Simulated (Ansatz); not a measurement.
AlP in space group Pm-3n (No. 223; Al on 6c, P on 6d), DFT-PBE in the program Ansatz with PAW potentials, all energies at zero smearing, with the estimated change up to a 700 eV cutoff added, with one set of potentials and settings (totals compare only within such a set). Cell of 12 atoms (6 Al, 6 P): -7764.695 eV.

| element | reference phase | E (eV/atom) |
|---|---|---|
| Al | Fm-3m, 1 atoms in the cell | -537.5055 |
| P | Cmce, 4 atoms in the cell | -755.6733 |

Formation energy per atom, worked out: (-7764.695 − 6×(-537.5055) − 6×(-755.6733))/12 = -0.468 eV/atom (-45 kJ per mol of atoms), at 0 K, without zero-point energy or fitted corrections.

The start of the workflow was typed in or built on a structure type; neither database checked (COD, Materials Project) lists it. It is not the phase usual at ambient conditions (space group No. 216). The PBE relaxation kept the symmetry of its start; whether a distortion lowers the energy is not shown. The volume moved by 26 % from the start of the relaxation. The references are the lowest solids computed at this level, not always the standard phases.

Potentials: the earlier of the program's two PAW sets.
